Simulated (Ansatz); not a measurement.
W₂C (P-3m1), relaxed with PBE (Ansatz, a program for electronic structure, plane waves, PAW): a = 3.061 Å, b = 3.061 Å, c = 4.679 Å, α = 90.00°, β = 90.00°, γ = 120.00°.

* **ΔH_f (eV/atom)**: 0.04
* **B₀ by P(V) fit (GPa)**: 310

### Question
The same phase is relaxed and computed with PBEsol in the same code. What are the cell and these values now?

### Answer
a = b = 3.0345 Å, c = 4.6435 Å, α = β = 90.00°, γ = 120.00°.

* **ΔH_f (eV/atom)**: -0.02
* **B₀ by P(V) fit (GPa)**: 330

All cells were relaxed under the symmetry of their starts (and spin orders); stability against distortions was not tested throughout. Rows with no word on spin ran without spin polarisation. Spin–orbit coupling is left out wherever it is not named.

Potentials: the later of the program's two PAW sets.

Ansatz is a plane-wave DFT program.

Formation energies count from the lowest solids of the elements computed at the same level, not from gases.
